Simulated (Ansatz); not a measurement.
GaSb (zinc blende)

```
CELL_PARAMETERS angstrom
      0.00000     6.13244     6.13244
      3.06622     0.00000     3.06622
      3.06622     3.06622     0.00000
ATOMIC_POSITIONS crystal
  Sb 0.37500 0.75000 0.75000
  Sb 0.87500 0.75000 0.75000
  Ga 0.00000 0.00000 0.00000
  Ga 0.50000 0.00000 0.00000
```

In each cell atom 1 (Sb, nearest neighbour Ga at 2.655 Å; its periodic images, 4.3 Å or more away, move with it) moves by s·(-0.577, -0.577, 0.577) (towards the nearest neighbour), the rest being held.

Computed with r2SCAN (plane waves to 500 eV, PAW, scalar-relativistic; Ansatz, a program for electronic structure). k mesh 11×11×11 (Γ-centred), Fermi-Dirac smearing 0.05 eV. Energies are smeared free energies. GaSb was relaxed with its symmetry unable to fall. Spin-orbit coupling is left out, though Sb is heavy. ΔE is measured from the undisplaced structure.

```json
[
 {"s (Å)": "-0.270", "ΔE (meV/cell)": "239"},
 {"s (Å)": "-0.216", "ΔE (meV/cell)": "161"},
 {"s (Å)": "-0.162", "ΔE (meV/cell)": "96"},
 {"s (Å)": "-0.108", "ΔE (meV/cell)": "45"},
 {"s (Å)": "-0.054", "ΔE (meV/cell)": "12"},
 {"s (Å)": "0.000", "ΔE (meV/cell)": "0"},
 {"s (Å)": "0.054", "ΔE (meV/cell)": "13"},
 {"s (Å)": "0.108", "ΔE (meV/cell)": "withheld"},
 {"s (Å)": "0.162", "ΔE (meV/cell)": "128"},
 {"s (Å)": "0.216", "ΔE (meV/cell)": "239"},
 {"s (Å)": "0.270", "ΔE (meV/cell)": "393"}
]
```

Problem. Fit a polynomial form (powers 2, 3, 4) to the given rows and predict ΔE at s = 0.108.

Solution. Least squares on the 10 given rows: ΔE = (4222)·s² + (3898)·s³ + (1526)·s⁴, in meV/cell with s in Å; root-mean-square residual 0.4 meV/cell. At 0.108 the fit gives 54 meV/cell; the calculation gives 54 meV/cell, the same to the digits shown. The quadratic term alone would give 49 meV/cell.

(A displaced cell: forces are minus the slopes of the energy, force constants its curvatures, and phonons follow from these.)
